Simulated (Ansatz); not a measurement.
Recipe of this trial structure of Hf3Br2: random cell by space group and Wyckoff sites (I4/mmm, No. 139). Lengths were set from tabulated atomic sizes, so they are only a guess.

```xyz
5
Lattice="-4.0812 4.0812 2.9559 4.0812 -4.0812 2.9559 4.0812 4.0812 -2.9559" Properties=species:S:1:pos:R:3 pbc="T T T"
Hf    0.0000    4.0812    0.0000
Hf    4.0812    0.0000    0.0000
Hf    0.0000    0.0000    2.9559
Br    0.0000    0.0000    4.5475
Br    0.0000    0.0000    1.3642
```

Level of theory: Ansatz, DFT PBE, scalar-relativistic, plane waves, PAW. Cutoff 420 eV, Gaussian smearing, Γ-centred meshes. Cell and atoms relax first on a coarse mesh and then on a finer one. In between, the cell is made exact in the group found at 0.06 Å. In metals the finer mesh still leaves noise of several meV/atom or more. The steps can't lower the symmetry of their start. No spin polarisation.

A guess keeps its type if space group and coordination stay and the shape of the cell changes little (axis ratios within about 15 %, angles within 6°); the volume may change.

Problem. Does it keep its structure type, or change into something else?

Solution. It doesn't keep its type. The symmetry stays I4/mmm (No. 139). The volume per atom shrinks by 36.2 %, from 39.4 to 25.1 Å³. The shortest distance goes from 1.59 Å (Hf–Br) to 2.71 Å (Hf–Hf). The ratio c/a of the conventional cell changes by a factor of 2.18. Counting neighbours within 15 % of an atom's shortest distance, the start has Br 1, Hf 2 and the end Br 6, Hf 2/6. In detail, at the end Hf on a site of symmetry mmm has 2 Hf at 2.71 Å, 4 Br at 3.12 Å, 4 Hf at 3.83 Å and 4 Br at 3.84 Å; Hf on a site of symmetry 4/mmm is surrounded by 4 Hf at 2.71 Å and 2 Br at 2.73 Å; around Br lie 1 Hf at 2.73 Å, 1 Br at 3.11 Å and 4 Hf at 3.12 Å.

```
Hf Br
1.0
    -2.70940    2.70940    4.28080
     2.70940   -2.70940    4.28080
     2.70940    2.70940   -4.28080
Hf Br
3 2
Direct
  0.50000 0.00000 0.50000
  0.00000 0.50000 0.50000
  0.50000 0.50000 0.00000
  0.81833 0.81833 0.00000
  0.18167 0.18167 0.00000
```

Formation energies are uncorrected and refer to the elements' standard structures at the same level. The references include crystalline Br.

Problem. At what energy does it end?

Solution. +0.56 eV/atom. A positive value: parting into the elements would lower its energy.

The last run used a 10×10×10 mesh for its 5-atom cell and Gaussian smearing of 0.10 eV. These runs have no spin–orbit coupling, which can matter for Hf. The reference form of Br is held partly by dispersion forces, which this level lacks. Symmetry constrained the relaxation, so the result can be a saddle point. Another cell of Hf3Br2 relaxed alike, in I4/mmm, lies 1.10 eV/atom lower, so this cell isn't the stable form at this level.

In counts of neighbours, a slash parts the counts of unlike sites.
